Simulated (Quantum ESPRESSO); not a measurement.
## Hf3ZrC3 (input and log of a self-consistent run)

Computed values, not a measurement. The program is pw.x of Quantum ESPRESSO 7.5 (plane-wave density functional theory). The cell is made up: 7 atoms on a rocksalt lattice with one site empty, with randomly drawn elements, strain and displacements, not relaxed. PseudoDojo standard norm-conserving files (v0.5 for PBE, v0.4.1 for LDA and PBEsol) set the functional; there is no spin polarisation, spin-orbit coupling or dispersion term, and the masses in the input are unused placeholders. A spin-polarised start on this cell or one of its family kept no moment above 0.05 Bohr magneton at the same smearing; a narrower smearing was not tried.

The hafnium pseudopotential is less sure than the others, with forces about 3 percent (worst 6) and pressure in oxides about 1.5 GPa (worst 2.7) from a second method in checks, which no rerun with the same files tests.

Input:

```
&control calculation='scf', pseudo_dir='./dojo.nc.sr.pbe.v0_5.standard.upf', outdir='./o', disk_io='low', tprnfor=.true., tstress=.true. /
&system ibrav=0, nat=7, ntyp=3, nbnd=40, ecutwfc=82.02448710, nosym=.true., tot_charge=0,
 occupations='smearing', smearing='fd', degauss=0.0073498644
/
&electrons conv_thr=7.350e-09, electron_maxstep=60, /
ATOMIC_SPECIES
C 1.0 C.upf
Hf 1.0 Hf.upf
Zr 1.0 Zr.upf
CELL_PARAMETERS angstrom
4.6552 0.0378 0.0098
0.0378 4.6695 0.0175
0.0098 0.0175 4.5795
ATOMIC_POSITIONS angstrom
Hf 0.1096 -0.024 0.0666
Hf -0.0149 2.4531 2.3558
Zr 2.3731 0.1435 2.0879
Hf 2.3065 2.3036 0.0943
C 2.2913 0.0561 -0.0262
C 2.4307 2.3007 2.4212
C 4.8112 0.079 2.3255
K_POINTS automatic
7 7 7 1 1 1
```

The log is shortened where brackets say so; the opening notice, blank lines, dates and the lines on written files are dropped, and the path of the files is cut. It prints rydbergs, bohrs and kilobars, and counts compression as positive stress.

```
     Program PWSCF v.7.5
     Parallel version (MPI & OpenMP), running on       4 processor cores
     Number of MPI processes:                 4
     Threads/MPI process:                     1
     [start-up lines left out]
     bravais-lattice index     =            0
     lattice parameter (alat)  =       8.7974  a.u.
     unit-cell volume          =     671.7176 (a.u.)^3
     number of atoms/cell      =            7
     number of atomic types    =            3
     number of electrons       =        60.00
     number of Kohn-Sham states=           40
     kinetic-energy cutoff     =      82.0245  Ry
     charge density cutoff     =     328.0979  Ry
     scf convergence threshold =      7.3E-09
     mixing beta               =       0.7000
     number of iterations used =            8  plain     mixing
     Exchange-correlation= PBE
                           (   1   4   3   4   0   0   0)
     [axes and pseudopotential details left out]
   Cartesian axes
     site n.     atom                  positions (alat units)
         1        Hf     tau(   1) = (   0.0235427  -0.0051553   0.0143061  )
         2        Hf     tau(   2) = (  -0.0032006   0.5269406   0.5060399  )
         3        Zr     tau(   3) = (   0.5097561   0.0308247   0.4484934  )
         4        Hf     tau(   4) = (   0.4954500   0.4948271   0.0202562  )
         5        C      tau(   5) = (   0.4921850   0.0120506  -0.0056279  )
         6        C      tau(   6) = (   0.5221289   0.4942041   0.5200882  )
         7        C      tau(   7) = (   1.0334746   0.0169697   0.4995313  )
     number of k points=   172  Fermi-Dirac smearing, width (Ry)=  0.0073
     Number of k-points >= 100: set verbosity='high' to print them.
     Dense  grid:    67491 G-vectors     FFT dimensions: (  54,  54,  50)
     Estimated max dynamical RAM per process >     317.67 MB
     Estimated total dynamical RAM >       1.19 GB
     Initial potential from superposition of free atoms
     starting charge      59.9920, renormalised to      60.0000
     Starting wfcs are   52 randomized atomic wfcs
     total cpu time spent up to now is       29.1 secs
     per-process dynamical memory:   287.2 Mb
     Self-consistent Calculation
     iteration #  1     ecut=    82.02 Ry     beta= 0.70
     Davidson diagonalization with overlap
     ethr =  1.00E-02,  avg # of iterations =  2.1
     total cpu time spent up to now is       88.0 secs
     total energy              =    -474.72490106 Ry
     estimated scf accuracy    <       2.56986177 Ry
     iteration #  2     ecut=    82.02 Ry     beta= 0.70
     Davidson diagonalization with overlap
     ethr =  4.28E-03,  avg # of iterations =  4.9
     total cpu time spent up to now is      147.9 secs
     total energy              =    -474.57600867 Ry
     estimated scf accuracy    <       8.85248031 Ry
     iteration #  3     ecut=    82.02 Ry     beta= 0.70
     Davidson diagonalization with overlap
     ethr =  4.28E-03,  avg # of iterations =  3.3
     total cpu time spent up to now is      201.5 secs
     total energy              =    -476.04861484 Ry
     estimated scf accuracy    <       0.49915785 Ry
     iteration #  4     ecut=    82.02 Ry     beta= 0.70
     Davidson diagonalization with overlap
     ethr =  8.32E-04,  avg # of iterations =  3.0
     total cpu time spent up to now is      249.9 secs
     total energy              =    -476.14025590 Ry
     estimated scf accuracy    <       0.03317432 Ry
     iteration #  5     ecut=    82.02 Ry     beta= 0.70
     Davidson diagonalization with overlap
     ethr =  5.53E-05,  avg # of iterations = 10.3
     total cpu time spent up to now is      322.3 secs
     total energy              =    -476.14638805 Ry
     estimated scf accuracy    <       0.01494819 Ry
     [iterations 6 to 10 left out]
     iteration # 11     ecut=    82.02 Ry     beta= 0.70
     Davidson diagonalization with overlap
     ethr =  2.09E-08,  avg # of iterations =  2.3
     total cpu time spent up to now is      653.8 secs
     total energy              =    -476.14935221 Ry
     estimated scf accuracy    <       0.00000573 Ry
     iteration # 12     ecut=    82.02 Ry     beta= 0.70
     Davidson diagonalization with overlap
     ethr =  9.55E-09,  avg # of iterations =  1.7
     total cpu time spent up to now is      698.2 secs
     total energy              =    -476.14935194 Ry
     estimated scf accuracy    <       0.00000168 Ry
     iteration # 13     ecut=    82.02 Ry     beta= 0.70
     Davidson diagonalization with overlap
     ethr =  2.81E-09,  avg # of iterations =  3.6
     total cpu time spent up to now is      754.4 secs
     total energy              =    -476.14935235 Ry
     estimated scf accuracy    <       0.00000003 Ry
     iteration # 14     ecut=    82.02 Ry     beta= 0.70
     Davidson diagonalization with overlap
     ethr =  5.68E-11,  avg # of iterations =  5.2
     total cpu time spent up to now is      820.2 secs
     total energy              =    -476.14935237 Ry
     estimated scf accuracy    <       0.00000003 Ry
     iteration # 15     ecut=    82.02 Ry     beta= 0.70
     Davidson diagonalization with overlap
     ethr =  5.56E-11,  avg # of iterations =  2.0
     total cpu time spent up to now is      887.0 secs
     End of self-consistent calculation
     Number of k-points >= 100: set verbosity='high' to print the bands.
     the Fermi energy is    15.1493 ev
!    total energy              =    -476.14935238 Ry
     estimated scf accuracy    <          2.2E-09 Ry
     smearing contrib. (-TS)   =      -0.00438126 Ry
     internal energy E=F+TS    =    -476.14497112 Ry
     The total energy is F=E-TS. E is the sum of the following terms:
     one-electron contribution =     -57.01721968 Ry
     hartree contribution      =      57.40756411 Ry
     xc contribution           =    -118.69636215 Ry
     ewald contribution        =    -357.83895340 Ry
     convergence has been achieved in  15 iterations
     Forces acting on atoms (cartesian axes, Ry/au):
     atom    1 type  2   force =    -0.04938352    0.01731971   -0.06215752
     atom    2 type  2   force =     0.04062141   -0.03807403   -0.00178358
     atom    3 type  3   force =     0.02034223   -0.07897771    0.18191598
     atom    4 type  2   force =     0.02640169    0.06047048   -0.06097991
     atom    5 type  1   force =     0.03828485   -0.01582923   -0.02259167
     atom    6 type  1   force =    -0.01727825    0.05580134   -0.03491458
     atom    7 type  1   force =    -0.05898840   -0.00071057    0.00051128
     Total force =     0.260501     Total SCF correction =     0.000086
     Computing stress (Cartesian axis) and pressure
          total   stress  (Ry/bohr**3)                   (kbar)     P=       69.48
   0.00036456  -0.00006510   0.00003506           53.63       -9.58        5.16
  -0.00006510   0.00033794  -0.00015835           -9.58       49.71      -23.29
   0.00003506  -0.00015835   0.00071440            5.16      -23.29      105.09
     init_run     :     27.83s CPU     28.81s WALL (       1 calls)
     electrons    :    846.07s CPU    857.98s WALL (       1 calls)
     forces       :     14.75s CPU     14.87s WALL (       1 calls)
     stress       :     57.46s CPU     57.60s WALL (       1 calls)
     [timing details left out]
     PWSCF        :  15m46.85s CPU  16m 0.44s WALL
     JOB DONE.
```

In other units: free energy -6478.342 eV for the cell, pressure 6.95 GPa, largest force component 4.677 eV/Å. A rerun of a related cell, with the same atoms placed differently, at a cutoff of 1467 eV and k mesh 9 x 9 x 9 moved values by no more than 0.007 eV in energy, 0.04 GPa in stress and 0.009 eV/Å in force.